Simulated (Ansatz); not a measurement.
ZrO$_{2}$:
```yaml
crystal:
  lattice:
    - [3.60134, 0.00000, 0.00000]
    - [0.00000, 3.60134, 0.00000]
    - [0.00000, 0.00000, 5.22807]
  atoms:
    - { symbol: Zr, position: [0.00000, 0.00000, 0.00000] }
    - { symbol: Zr, position: [0.50000, 0.50000, 0.50000] }
    - { symbol: O, position: [0.00000, 0.50000, 0.19679] }
    - { symbol: O, position: [0.00000, 0.50000, 0.69679] }
    - { symbol: O, position: [0.50000, 0.00000, 0.30321] }
    - { symbol: O, position: [0.50000, 0.00000, 0.80321] }
```

Relaxed with r²SCAN.

Question: Give the Bader charges and basin volumes of the independent atoms, plane-wave PAW r²SCAN (Ansatz code).

Answer: 

| atom | Bader charge (e) | Bader volume (Å³) |
|---|---|---|
| Zr1 | +2.70 | 9.9 |
| O3 | -1.35 | 12.0 |

Space group P4_2/nmc. This is a known high-temperature phase of the composition, computed here at zero pressure and temperature. The r²SCAN relaxation kept the symmetry of its start; whether a distortion lowers the energy is not shown. No spin polarisation was allowed.

Potentials: the later of the program's two PAW sets.
